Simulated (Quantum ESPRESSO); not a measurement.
Simulation results for Zr2Zn2In3Mo (simulated cell)

Calculation on a made-up metal alloy cell, not a measurement, with one named mistake planted (healthy values lack it): no spin or spin-orbit, unrelaxed, 2900 K smearing, stress positive in tension, cell energy less the intended atoms' offsets; periodic Kohn-Sham density functional theory in plane waves with PseudoDojo standard norm-conserving scalar-relativistic pseudopotentials, each functional with its own files (v0.5 for PBE, v0.4.1 for LDA and PBEsol), eight atoms on drawn sites of a strained close-packed or body-centred lattice, each displaced and held fixed; the energy is the cell's free energy, ions and the entropy term -TS included, at the stated Fermi-Dirac width, less a fixed offset for each atom's element (shifted free energy); compositions with an open d shell lost a parallel starting moment in a cheaper test run, and other magnetic orders were not tried; an error bar is the largest change of its kind in a tighter rerun, never given below 0.002 eV, 0.02 GPa or 0.003 eV/angstrom, and covers cutoff and k-mesh only, not smearing or the files. Program: Quantum ESPRESSO 7.5.

```cif
# cell vector a (Å): 4.5925 -2.6515 0.0000
# cell vector b (Å): -3.0617 0.0000 -4.9878
# cell vector c (Å): 3.0617 5.3030 0.0000
data_Zr2Zn2In3Mo
_symmetry_space_group_name_H-M 'P 1'
_symmetry_Int_Tables_number 1
_cell_length_a 5.3030
_cell_length_b 5.8525
_cell_length_c 6.1234
_cell_angle_alpha 105.163
_cell_angle_beta 90.000
_cell_angle_gamma 116.940
_cell_volume 161.96
loop_
_atom_site_label
_atom_site_type_symbol
_atom_site_fract_x
_atom_site_fract_y
_atom_site_fract_z
_atom_site_occupancy
In1 In 0.99652 0.99800 0.01981 1
In2 In 0.96641 0.99826 0.49222 1
Zn1 Zn 0.08754 0.51403 0.38279 1
Zn2 Zn 0.10202 0.52769 0.87650 1
Zr1 Zr 0.46991 0.99116 0.25762 1
Zr2 Zr 0.49826 0.01853 0.73484 1
Mo1 Mo 0.59616 0.50231 0.12886 1
In3 In 0.58463 0.48599 0.59194 1
_calc_lattice_type 'hexagonal close-packed'
_calc_intended_functional 'pbe'
_calc_cutoff 1143  # eV
_calc_fermi_dirac_smearing 0.25  # eV
_calc_intended_electrons_removed 0
_calc_healthy_entropy_term_negative_ts -1.243  # eV
_calc_healthy_pressure 1.16  # GPa
_calc_healthy_stress_xx -1.91  # GPa
_calc_healthy_stress_yy -1.47  # GPa
_calc_healthy_stress_zz -0.1  # GPa
_calc_healthy_stress_yz -0.37  # GPa
_calc_healthy_stress_xz 0.8  # GPa
_calc_healthy_stress_xy -0.8  # GPa
_calc_fault_kind 'wrong element'
_calc_fault_wrong_element_site 1
_calc_fault_wrong_element 'Al'
_calc_run_command 'mpirun -np 4 pw.x -nk 4 -in in'
_calc_run_processor 'AMD EPYC, older, virtual cores'
_calc_k_mesh '5 x 5 x 4 shifted half a step off Gamma on each axis'
_calc_structure_shown 'the intended cell'
_calc_healthy_shifted_free_energy -0.54  # eV
_calc_faulty_stress_xy ?
_calc_faulty_pressure ?
```

Atoms:
```
atoms element  atom site  atom energy offset (eV)
           In          1                 -1808.02
           In          2                 -1808.02
           Zn          3                 -5688.29
           Zn          4                 -5688.29
           Zr          5                 -1377.61
           Zr          6                 -1377.61
           Mo          7                 -1911.95
           In          8                 -1808.02
```

Healthy forces:
```
site  x (eV/Å)  y (eV/Å)  z (eV/Å)
   1    -0.807     -0.78     -0.56
   2     0.841     0.228    -0.173
   3    -0.301    -0.365     0.132
   4     0.171      0.28     0.325
   5    -0.321    -1.338     0.512
   6     0.703      1.64     0.175
   7    -0.275    -0.802     0.188
   8    -0.011     1.137    -0.599
```

Notes: a spin test at this wide smearing found no moment, but such smearing suppresses magnetism that the real alloy may have; another functional or element uses other pseudopotential files, so its energy jump is mostly a change of zero; lattice, volume and sites are drawn at random and may be unstable or far from any real phase; energies are for the whole cell, less offsets fitted to these runs, so they are not formation energies; error bars of the healthy run: energy 0.0043 eV, stress 0.037 GPa, force 0.0074 eV/Å, from a tighter rerun of this or a related cell; 12 SCF iterations, 254 s of wall time on a shared machine.

Q: Zr2Zn2In3Mo (simulated cell): faulty stress xy?
A: -0.78 GPa

Q: What faulty pressure does the calculation give for Zr2Zn2In3Mo (simulated cell)?
A: -2.27 GPa

Further results for Zr2Zn2In3Mo (simulated cell):

- faulty entropy term negative ts: -1.267 eV
- faulty stress xx: 1.8 GPa
- faulty stress yy: 2.08 GPa
- faulty stress zz: 2.92 GPa
- faulty stress yz: -0.01745 GPa
- faulty stress xz: 0.73 GPa
- faulty shifted free energy: 1745 eV

Faulty forces:
```
site  x (eV/Å)  y (eV/Å)  z (eV/Å)
   1    -0.386    -0.471    -0.307
   2     0.743    -0.019     -0.18
   3    -0.288    -0.464      0.29
   4     0.101     0.394     0.221
   5    -0.727    -1.598     0.511
   6     0.835     1.921     0.197
   7    -0.376    -0.965     0.035
   8     0.098       1.2    -0.768
```
